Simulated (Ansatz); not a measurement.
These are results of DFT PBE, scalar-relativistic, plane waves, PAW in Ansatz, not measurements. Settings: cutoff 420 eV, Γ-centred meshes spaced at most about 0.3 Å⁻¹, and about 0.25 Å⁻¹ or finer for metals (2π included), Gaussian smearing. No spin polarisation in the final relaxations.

These are static total energies at zero pressure.

Compare these two cells of Li4Si, each relaxed at this level.

A.

Space group Im-3m (No. 229). a = 5.927 Å, b = 5.927 Å, c = 5.927 Å, α = 90.00°, β = 90.00°, γ = 90.00°
```
atom  site  symmetry       x       y       z
  Li    8c      .-3m  0.2500  0.2500  0.2500
  Si    2a      m-3m  0.0000  0.0000  0.0000
```

B.

Space group Pm-3m (No. 221). a = 4.835 Å, b = 4.835 Å, c = 4.835 Å, α = 90.00°, β = 90.00°, γ = 90.00°
```tsv
atom	site	symmetry	x	y	z
Li	3c	4/mm.m	0.0000	0.5000	0.5000
Li	1a	m-3m	0.0000	0.0000	0.0000
Si	1b	m-3m	0.5000	0.5000	0.5000
```

Question: Which is lower in energy, and by how much?

Answer: A is lower, by 143 meV/atom. A has space group Im-3m (No. 229), 20.8 Å³/atom and a gap of 0.34 eV on its mesh; B has space group Pm-3m (No. 221), 22.6 Å³/atom and no gap. Counting Li atoms around Si (those within 1.25 times the shortest such distance or 1.15 times the sum of covalent radii), A has Si 8 and B has Si 6. The denser one is the lower, and pressure would at first widen the difference. In A, Li has 2 Si at 2.57 Å and 6 Li at 2.96 Å; Si has 8 Li at 2.57 Å. In B, Li on a site of symmetry 4/mmm has 2 Si at 2.42 Å and 12 Li at 3.42 Å; around Li on a site of symmetry m-3m lie 12 Li at 3.42 Å; around Si lie 6 Li at 2.42 Å. Both come from invented guesses.

Kohn–Sham gaps at this level usually fall short of measured ones. The zero gap of Pm-3m may come from the functional, which often closes small gaps. Cells relaxed within their symmetry can be saddle points.
